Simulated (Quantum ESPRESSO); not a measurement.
# Al3SiN3C: convergence and cost over cutoff and k mesh

A calculation, not a measurement. The program is pw.x of Quantum ESPRESSO 7.5 (plane-wave density functional theory). The cell is made up: 8 atoms on a zincblende/diamond lattice, with randomly drawn elements, strain and displacements, not relaxed. PseudoDojo standard norm-conserving files (v0.5 for PBE, v0.4.1 for LDA and PBEsol) set the functional; there is no spin polarisation, spin-orbit coupling or dispersion term, and the masses in the input are unused placeholders.

Input of the run in row 4:

```
&control calculation='scf', pseudo_dir='./dojo.nc.sr.pbe.v0_5.standard.upf', outdir='./o', disk_io='medium', tprnfor=.true., tstress=.true. /
&system ibrav=0, nat=8, ntyp=4, nbnd=22, ecutwfc=84.00895049, nosym=.true., tot_charge=0,
 occupations='smearing', smearing='fd', degauss=0.0018374661
/
&electrons conv_thr=7.350e-09, electron_maxstep=60, /
ATOMIC_SPECIES
Al 1.0 Al.upf
C 1.0 C.upf
N 1.0 N.upf
Si 1.0 Si.upf
CELL_PARAMETERS angstrom
4.4799 -0.0162 0.0241
-0.0162 4.5857 -0.0423
0.0241 -0.0423 4.4458
ATOMIC_POSITIONS angstrom
Al 0.0539 -0.1135 -0.0137
Si -0.1064 2.3167 2.1965
Al 2.3503 0.0632 2.0597
Al 2.111 2.1916 -0.0339
N 1.0909 1.2182 1.1532
C 1.0526 3.4868 3.4009
N 3.3074 1.1068 3.2816
N 3.3469 3.4614 1.1395
K_POINTS automatic
4 4 4 1 1 1
```

The same cell was run at these settings. Meshes are shifted by half a step, and differences are from the last row, which is itself not exact.

```
cutoff (eV)     k mesh  k points solved  threshold (eV)  free energy less the last row's (eV)  pressure (GPa)  largest stress difference (GPa)  largest force difference (eV/Å)  iterations  wall time (s)  k-point pools              processor
        800  2 x 2 x 2                4           1e-04                                 0.500           -9.19                             3.55                            0.079           9             24              1  AMD EPYC, Zen 5 class
       1143  2 x 2 x 2                4           1e-07                                 0.211           -5.65                             0.30                            0.079          13             30              1  AMD EPYC, Zen 5 class
        670  4 x 4 x 4               32           1e-07                                 1.298          -16.30                            10.53                            0.035          13             63              1  AMD EPYC, Zen 5 class
       1143  4 x 4 x 4               32           1e-07                                 0.002           -5.80                             0.00                            0.001          11            135              1  AMD EPYC, Zen 5 class
       1437  6 x 6 x 6              108           1e-07                                 0.000           -5.80                             0.00                            0.000          13            557              1  AMD EPYC, Zen 5 class
```

Each pool is one process. Wall times include start-up and a band step at six k points, which weighs most on the coarsest meshes. The runs were on shared virtual cores whose load varied, so times are rough.